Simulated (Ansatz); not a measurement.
Starting cell, Cd (hcp, Mg type):

```
CELL_PARAMETERS angstrom
      6.03185     0.00000     0.00000
     -1.50796     2.61187     0.00000
      0.00000     0.00000     5.82164
ATOMIC_POSITIONS crystal
  Cd 0.16667 0.66667 0.75000
  Cd 0.66667 0.66667 0.75000
  Cd 0.33333 0.33333 0.25000
  Cd 0.83333 0.33333 0.25000
```

The atoms are displaced by Q × the pattern below (from a DFPT mode at M = (0.5, 0.0, 0.0), largest move 1; Q in Å), at fixed cell. (q is in reciprocal vectors of the primitive cell; the cell shown is doubled to hold the pattern.)

```tsv
atom	x	y	z
Cd1	0.866	0.500	0.000
Cd2	-0.866	-0.500	0.000
Cd3	0.866	0.500	0.000
Cd4	-0.866	-0.500	0.000
```

These are PBE (plane waves to 420 eV, PAW, scalar-relativistic; Ansatz, a program for electronic structure) values and carry that method's errors. k mesh 9×18×8 (Γ-centred), Fermi-Dirac smearing 0.05 eV. Energies are smeared free energies. With partly filled bands, energies and forces of such displacements shift with the k mesh and the smearing. Cd was relaxed with its symmetry unable to fall. The PAW data are Ansatz's earlier set. The relaxed volume of Cd is well above the measured one; the method has no dispersion term. The zero of ΔE is the undisplaced structure. The last digit holds for this mesh only.

```
Q (Å)   ΔE (meV/cell)
------  -------------
-0.180          583.6
-0.150          394.4
-0.120       withheld
-0.090          136.3
-0.060           59.7
-0.030           14.8
0.000             0.0
0.030            14.8
0.060            59.7
0.090           136.3
0.120        withheld
0.150           394.4
0.180           583.6
```

Task: Fit an even polynomial form (powers 2, 4) to the given rows and predict ΔE at Q = 0.120.

Result: Least squares on the 11 given rows: ΔE = (16430)·Q² + (48920)·Q⁴, in meV/cell with Q in Å; root-mean-square residual 0.05 meV/cell. At 0.120 the fit gives 246.7 meV/cell; the calculation gives 246.8 meV/cell, so the interpolation is off by -0.1 (-0.0 %). The quadratic term alone would give 236.6 meV/cell.

(A displaced cell: forces are minus the slopes of the energy, force constants its curvatures, and phonons follow from these.)
